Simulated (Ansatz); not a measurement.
Is this Sn2GeP2 structure stable?

The cell was found from a structure generator's guess, not taken from experiment.

All numbers below come from Ansatz 0.2.0, DFT PBE, scalar-relativistic, plane waves, PAW. Cutoff 420 eV, Γ-centred 12×12×4 mesh (5-atom cell), Gaussian smearing of 0.10 eV, no spin polarisation.

```cif
data_structure
_symmetry_space_group_name_H-M 'P-3m1'
_symmetry_Int_Tables_number 164
_cell_length_a 3.8583
_cell_length_b 3.8583
_cell_length_c 8.7603
_cell_angle_alpha 90.000
_cell_angle_beta 90.000
_cell_angle_gamma 120.000
_cell_volume 112.94
loop_
_atom_site_label
_atom_site_type_symbol
_atom_site_symmetry_multiplicity
_atom_site_Wyckoff_symbol
_atom_site_fract_x
_atom_site_fract_y
_atom_site_fract_z
_atom_site_occupancy
Sn1 Sn 2 d 0.66667 0.33333 0.34894 1
Ge1 Ge 1 a 0.00000 0.00000 0.00000 1
P1 P 2 d 0.66667 0.33333 0.82818 1
```

Formation energies are uncorrected and refer to the elements' standard structures at the same level. The references include grey tin and black phosphorus.

**Question.** These tests were run: energy against the elements; phonons on a 2×2×1 q mesh; elastic tensor. What do they show?

**Answer.**

```
                       test                                                                                    result
energy against the elements                                                                             +0.05 eV/atom
  phonons on a 2×2×1 q mesh  no imaginary mode on the mesh, but the interpolation dips to 29i cm⁻¹ between its points
             elastic tensor                                                                   least eigenvalue 20 GPa
```

It fails one test: energy against the elements. It may still be a metastable minimum. Undecided within the accuracy: phonons on a 2×2×1 q mesh.

The reference form of P is held partly by dispersion forces, which this level lacks. The run for the phonons used a 12×12×4 k mesh and Fermi–Dirac smearing of 0.15 eV. The run for the elastic tensor used a 12×12×4 k mesh and Fermi–Dirac smearing of 0.15 eV.
